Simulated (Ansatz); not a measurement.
Input and command of a plane-wave DFT calculation in Ansatz:

```yaml
crystal:
  lattice:
    - [0.0, 2.286726013, 2.286726013]
    - [2.286726013, 0.0, 2.286726013]
    - [2.286726013, 2.286726013, 0.0]
  atoms:
    - { symbol: Hf, position: [0.5, 0.5, 0.5] }
    - { symbol: C, position: [0.0, 0.0, 0.0] }
basis:
  ecutwfc: 420
kpoints:
  mp_grid: { grid: [16, 16, 16] }
hamiltonian:
  xc: lda
scf:
  occupations: { method: gaussian, width: 0.1 }
output:
  forces: true
  stress: true
  eigenvalues: true
  write_density: true
  write_potential: true
  elf: true
  volumetric_format: npy
relax:
  adjacent_minimum: "off"
  f_tol: 0.005
  max_steps: 80
  cell: { stress_tol: 0.05 }
```

```bash
ansatz run input.yaml --threads 1 --pin off --max-ram 2560MiB --backend cpu --events-out ev --progress --plain --runs-dir out
```

Processor: Intel(R) Xeon(R) 6975P-C (Granite Rapids), 1 thread, on a host shared with other jobs.

Problem. Estimate time, memory and problem size.

Solution. About 8.7 s on 1 thread of Intel(R) Xeon(R) 6975P-C (Granite Rapids) (shared host), peak memory 0.43 GiB. It solves 19 bands at 145 k points (the mesh reduced by the symmetry that the task leaves, which can be less than the crystal's) with about 459 plane waves (on the last cell), in 18 SCF iterations over 4 ionic steps.
